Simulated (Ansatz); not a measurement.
All numbers below come from DFT PBE, scalar-relativistic, plane waves, PAW (Ansatz). All cells share a 420 eV cutoff and Γ-centred k meshes spaced at most about 0.3 Å⁻¹ (about 0.25 or finer for metals, 2π included). No spin polarisation in the final relaxations.

All energies are static (0 K, no zero-point motion).

Two forms of Ge2Sb2Se were relaxed alike.

A.

```
Ge Sb Se
1.0
     4.44912    0.00000    0.00000
    -2.22456    3.85305    0.00000
     0.00000    0.00000    8.38808
Ge Sb Se
2 2 1
Direct
  0.33333 0.66667 0.50000
  0.66667 0.33333 0.00000
  0.00000 0.00000 0.32526
  0.00000 0.00000 0.67474
  0.33333 0.66667 0.00000
```

B.

```
Ge Sb Se
1.0
     4.01356    0.00000    0.00000
    -2.00678    3.47585    0.00000
     0.00000    0.00000    8.89838
Ge Sb Se
2 2 1
Direct
  0.33333 0.66667 0.18785
  0.66667 0.33333 0.81215
  0.33333 0.66667 0.61816
  0.66667 0.33333 0.38184
  0.00000 0.00000 0.00000
```

Task: Which would you expect to be lower, and how large is the difference?

Result: B is lower, by 199 meV/atom. A has space group P-6m2 (No. 187), 28.8 Å³/atom and no gap on its mesh; B has space group P-3m1 (No. 164), 24.8 Å³/atom and no gap. Counting Ge or Sb atoms around Se (for each partner element, those within 1.25 times its shortest distance or 1.15 times the sum of covalent radii, where it is the nearest in units of that sum or under 1.3; the shortest distance is added where it is long for a bond), A has Se 3 and B has Se 6 from 2.9 Å. A holds Sb–Sb pairs (shortest 2.93 Å); in B the shortest Sb–Sb distance is 3.13 Å, near bonding range too. Even the lower one lies +0.10 eV/atom against the reference forms of the elements (uncorrected), so neither is stable at this level. Both come from invented guesses.

Weakly bound directions are ill-defined at this level, which has no dispersion term (P-6m2), and this can change margins and order among such cells. Spin–orbit coupling, which can matter for Sb, is left out. Cells relaxed within their symmetry can be saddle points.
